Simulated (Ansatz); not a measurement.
Ti₃Al (D019 type, space group P6_3/mmc)

```cif
data_Al2Ti6
_chemical_formula_sum 'Ti6 Al2'
_space_group_name_H-M_alt 'P63/mmc'
_space_group_IT_number 194
_space_group_name_Hall '-P 6c 2c'
_cell_length_a 5.75530
_cell_length_b 5.75530
_cell_length_c 4.65460
_cell_angle_alpha 90.000
_cell_angle_beta 90.000
_cell_angle_gamma 120.000
loop_
_atom_site_label
_atom_site_type_symbol
_atom_site_symmetry_multiplicity
_atom_site_Wyckoff_symbol
_atom_site_fract_x
_atom_site_fract_y
_atom_site_fract_z
_atom_site_occupancy
Ti1 Ti 6 h 0.33950 0.16975 0.25000 1
Al1 Al 2 c 0.33333 0.66667 0.25000 1
```

E(V) scan at fixed shape, V₀ the volume above. The atoms relax within the cell's symmetry.

These are PBE (plane waves to 420 eV, PAW, scalar-relativistic; Ansatz, an electronic-structure program) values and carry that method's errors. k mesh 10×10×10 (Γ-centred), Fermi-Dirac smearing 0.05 eV. Energies are smeared free energies. The PAW data are Ansatz's earlier set. Ti3Al is run without spin polarisation. Ti3Al was relaxed with its symmetry unable to fall. ΔE is measured from the relaxed starting cell.

**Question.** Estimate the ΔE (meV/atom) for V/V₀ = 0.950, 0.960, 0.970, 0.980, 1.010, 1.030, 1.050, 1.060.

**Answer.** 
| V/V₀ | ΔE (meV/atom) |
|---|---|
| 0.950 | 16 |
| 0.960 | 10 |
| 0.970 | 6 |
| 0.980 | 2 |
| 1.010 | 1 |
| 1.030 | 5 |
| 1.050 | 14 |
| 1.060 | 20 |

(A scan under strain: stresses follow from slopes of the energy per volume, elastic moduli from its curvatures.)
